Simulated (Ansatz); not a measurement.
**Lu (hcp)**

Level of theory: DFT, PBE, scalar-relativistic, no spin polarisation; plane waves to 420 eV with PAW datasets (Ansatz 0.2.0), Γ-centred 14×14×8 mesh, 0.05 eV Gaussian smearing; PAW files: Ansatz's generated set soft_2.

```cif
data_structure
_symmetry_space_group_name_H-M 'P 1'
_symmetry_Int_Tables_number 1
_cell_length_a 3.5051
_cell_length_b 3.5051
_cell_length_c 5.4618
_cell_angle_alpha 90.000
_cell_angle_beta 90.000
_cell_angle_gamma 120.000
_cell_volume 58.11
loop_
_atom_site_label
_atom_site_type_symbol
_atom_site_fract_x
_atom_site_fract_y
_atom_site_fract_z
_atom_site_occupancy
Lu1 Lu 0.33333 0.66667 0.75000 1
Lu2 Lu 0.66667 0.33333 0.25000 1
```

Which orbitals carry the states at the Fermi level, and how many states are there?

Within 0.1 eV of it: Lu 5d 94 % (shares among the projected shells). The density of states at the Fermi level is about 3.6 states/eV per cell, averaged over 0.3 eV.

Density of states (tetrahedra, averaged over 0.3 eV; states/eV per cell of 2 atoms; energy in eV from the Fermi level):

```tsv
E (eV)	DOS
-5.80	0.1
-5.50	0.2
-5.20	0.3
-4.90	93.5
-4.60	0.4
-4.30	0.4
-4.00	0.4
-3.70	0.5
-3.40	0.6
-3.10	0.7
-2.80	0.8
-2.50	1.2
-2.20	1.4
-1.90	1.3
-1.60	1.3
-1.30	1.5
-1.00	1.4
-0.70	1.9
-0.40	2.8
-0.10	3.3
0.20	3.3
0.50	1.7
0.80	1.4
1.10	2.0
1.40	4.0
1.70	3.5
2.00	3.1
2.30	3.1
2.60	3.0
2.90	1.6
3.20	1.4
3.50	1.4
3.80	1.4
4.10	1.4
4.40	1.5
4.70	1.7
5.00	2.2
```

For elements this heavy, spin–orbit coupling would shift levels and gaps; it isn't included here.
